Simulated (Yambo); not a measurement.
# How GW settings move the gap: TiZnO$_{3}$

G0W0@PBEsol for TiZnO$_{3}$ (space group R-3, No. 148) in Yambo. Reference settings: 2×2×2 Γ-centred k mesh, bands 11 to 185 and a 7 Ry block in the screening, 185 bands in G with the Bruneval-Gonze terminator, plasmon pole fitted at 27.2 eV. The PBEsol gap F → F on this mesh is 3.27 eV; G0W0 gaps are taken between the same points.

```tsv
change from the reference	G0W0 gap F → F (eV)	shift of the valence edge (eV)	rough Yambo cost
reference settings	5.15	-0.48	1
89 bands in W, 89 bands in G	5.26	-0.37	about 1/2
130 bands in W, 130 bands in G	5.18	-0.43	within a factor of two
89 bands in G	5.13	-0.44	–
130 bands in G	5.15	-0.47	–
104 bands in W	5.23	-0.41	within a factor of two
2 Ry block	6.21	-0.82	within a factor of two
3 Ry block	5.58	-0.58	within a factor of two
6 Ry block	5.17	-0.47	within a factor of two
pole fitted at 15 eV	5.12	-0.42	–
no random integration	5.08	-0.21	–
89 bands in G, no terminator	5.28	0.17	–
130 bands in G, no terminator	5.29	-0.11	–
no terminator	5.26	-0.26	–
```

The reference isn't shown to be the converged limit. Costs are rough (shared machines), scaled to the same edge states, and given only for runs that recompute the screening. The mesh misses a band edge: along a dense path the PBEsol gap is 3.09 eV against 3.27 eV on the mesh.

Geometry of the Materials Project entry, not relaxed at this level; primitive cell a = b = c = 5.5506 Å, α = β = γ = 55.04°.

The structure is a Materials Project entry; no match was found in the copy of COD used, and its stability was not checked.

A shift is the quasiparticle energy of the state minus its PBEsol energy.
